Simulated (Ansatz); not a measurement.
## An axial Ising model for the polytypes of Y

The calculation used Ansatz 0.2.0, DFT PBEsol, scalar-relativistic, plane waves, PAW.

Cutoff 420 eV, Γ-centred meshes of like density (15×15×6 for the 3-atom cell), Gaussian smearing of 0.10 eV, energies at zero smearing and 0 K, each start's symmetry kept, no spin polarisation.

Close-packed stackings of Y (one atom a layer) were relaxed in cell and atoms, and their energies taken once more on denser meshes. Energies are per layer, over the stacking AB. Give each step between layers a spin, σ = +1 for A→B, B→C, C→A and −1 for the reverse, and write the energy per layer as E = E₀ − J₁⟨σᵢσᵢ₊₁⟩ − J₂⟨σᵢσᵢ₊₂⟩.

| stacking | ⟨σᵢσᵢ₊₁⟩ | ⟨σᵢσᵢ₊₂⟩ | E − E(AB) (meV/layer) |
| --- | --- | --- | --- |
| AB | -1 | 1 | 0 |
| ABC | 1 | 1 | 18.0 |
| ABAC | 0 | -1 | 1.4 |
| ABCACB | 0.333 | -0.333 | 6.4 |
| ABCBACB | 0.429 | -0.143 | 7.9 |
| ABACACAB | -0.5 | 0 | 0.1 |

Problem. Fit J₁ and J₂, and predict the energy of ABABCBCAC.

Solution. Over AB the model reads ΔE = −J₁(⟨σᵢσᵢ₊₁⟩ + 1) − J₂(⟨σᵢσᵢ₊₂⟩ − 1). Least squares on the 5 rows under AB gives J₁ = -8.93 and J₂ = -4.00 meV, with a residual of 0.32 meV rms. For ABABCBCAC the averages are -0.333 and -0.333, so ΔE = 0.6 meV a layer; the calculation gives -2.5. The miss shows what two couplings leave out: longer-range terms, the relaxation of each cell, and in a metal the k mesh.

Problem. Which of AB, ABC, ABAC and ABCACB does the model put lowest, and what do isolated faults cost in AB stacking?

Solution. Over AB the four lie at 0, −2J₁, −J₁ + 2J₂ and (4/3)(J₂ − J₁): AB 0.0, ABC 17.9, ABAC 0.9, ABCACB 6.6 meV a layer, so AB is lowest. The calculations themselves put ABABCBCAC lowest. A fault turns some spins; counting the pairs that change sign and dividing by the area of a layer's cell, (√3/2)a² = 10.85 Å² with the cells' mean a = 3.540 Å (1 meV/Å² = 16.02 mJ/m²): fault I₁ (one cubic layer) −2J₁ + 4J₂ = 1.8 meV, 3 mJ/m²; fault I₂ (two cubic layers) 4(J₂ − J₁) = 19.7 meV, 29 mJ/m². The smallest of these lie within what the fit's residual allows, so a third coupling could change even their sign. These are model values: no fault cell was computed here.

Small energy differences in metals hang on the k mesh (about 10 mJ/m² or 1 to 2 meV/atom on the mesh of the relaxation).

Cost: 12 runs of about 22 core-minutes in all, on Arm Neoverse V2 (shared hosts).